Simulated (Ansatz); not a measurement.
Starting cell, TiO₂ (rutile):

```
TiO2
1.0
    4.64353     0.00000     0.00000
    0.00000     4.64353     0.00000
    0.00000     0.00000     2.96370
Ti O
2 4
Direct
  0.00000   0.00000   0.00000
  0.50000   0.50000   0.50000
  0.30512   0.30512   0.00000
  0.80512   0.19488   0.50000
  0.19488   0.80512   0.50000
  0.69488   0.69488   0.00000
```

In each cell atom 1 (Ti, nearest neighbour O at 1.958 Å; its periodic images, 3.0 Å or more away, move with it) moves by s·(0.707, 0.707, 0.000) (along Cartesian [110]), the rest being held.

The numbers are results of PBE (plane waves to 420 eV, PAW, scalar-relativistic; Ansatz, a program for electronic structure), not measurements. k mesh 6×6×9 (Γ-centred), Fermi-Dirac smearing 0.05 eV. E stands for the smeared free energy. The PAW data are Ansatz's earlier set. TiO2 is run without spin polarisation. TiO2 was relaxed with its symmetry unable to fall. ΔE is measured from the undisplaced structure.

The scan covers s from -0.200 to 0.200 Å in 11 points.

Is the energy the same for equal positive and negative displacements?

Even: the same for both signs. With its periodic images moving along, the atom's site symmetry in this cell is mmm.

What force acts on the atom along the line at s = -0.200 Å?

2.65 eV/Å.

What is the energy change at s = 0.200 Å?

223.8 meV/cell.

What is the force constant k = d²E/ds² of this move at s = 0?

9.12 eV/Å².

(A displaced cell: forces are minus the slopes of the energy, force constants its curvatures, and phonons follow from these.)
